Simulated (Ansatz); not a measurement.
The relaxed structure here is a generated cell of Fe: the first start was made by placing the elements on the sites of a structure type, and the end was not matched to a known phase here, so it may be hypothetical. Known forms of Fe include space group No. 229.

A relaxed structure of Fe. Space group R-3m (No. 166), AFLOW prototype A_hR12_166_2h (as in B). These are PBE (plane waves to 420 eV, PAW, scalar-relativistic; Ansatz, a first-principles code) values and carry that method's errors.

Space group R-3m, hexagonal axes (No. 166); a = b = 6.1226 Å, c = 15.6908 Å, α = β = 90.00°, γ = 120.00°

```tsv
atom	site	symmetry	x	y	z
Fe	18h	.m	0.2502	0.1251	0.1094
Fe	18h	.m	0.2106	0.4211	0.0263
```
(The calculation used a cell of 12 atoms; values per cell refer to that cell.)

**Question.** Predict the magnetic moment from PBE.

**Answer.** Net 0.44 μB/atom, ferrimagnetic.

Spin state reached: ferrimagnetic (net 0.44 μB/atom), from parallel starting moments; other spin orders were not run from this start.

The run could not lose the symmetry of its start, so the end can be a saddle point.
